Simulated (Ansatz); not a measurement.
Pt (fcc, Cu type)

```
Pt
1.0
    3.91826     0.00000     0.00000
    0.00000     3.91826     0.00000
    0.00000     0.00000     3.91826
Pt
4
Cartesian
  0.00000   0.00000   0.00000
  1.95913   1.95913   0.00000
  1.95913   0.00000   1.95913
  0.00000   1.95913   1.95913
```

Scan: atom 4 (Pt, nearest neighbour Pt at 2.771 Å; its periodic images, 3.9 Å or more away, move with it) is displaced along Cartesian z, direction (0.000, 0.000, 1.000) in Cartesian axes, by s. The other atoms stay.

Computed with PBEsol (plane waves to 420 eV, PAW, scalar-relativistic; Ansatz, an electronic-structure program). k mesh 10×10×10 (Γ-centred), Fermi-Dirac smearing 0.05 eV. The energy includes the smearing's −TS. Stress and pressure are positive under compression. With partly filled bands, energies and forces of such displacements shift with the k mesh and the smearing. Pt is run without spin polarisation. Pt was relaxed with its symmetry unable to fall. Spin-orbit coupling is left out, though Pt is heavy. The zero of ΔE is the undisplaced structure.

What ΔE (meV/cell) and P (GPa) does the calculation give at s (Å) = -0.830, -0.498, -0.332, 0.166, 0.332?


```
s (Å)   ΔE (meV/cell)  P (GPa)
------  -------------  -------
-0.830           4984     53.2
-0.498           1688     19.1
-0.332            727      8.5
0.166             179      2.1
0.332             727      8.5
```

(A displaced cell: forces are minus the slopes of the energy, force constants its curvatures, and phonons follow from these.)
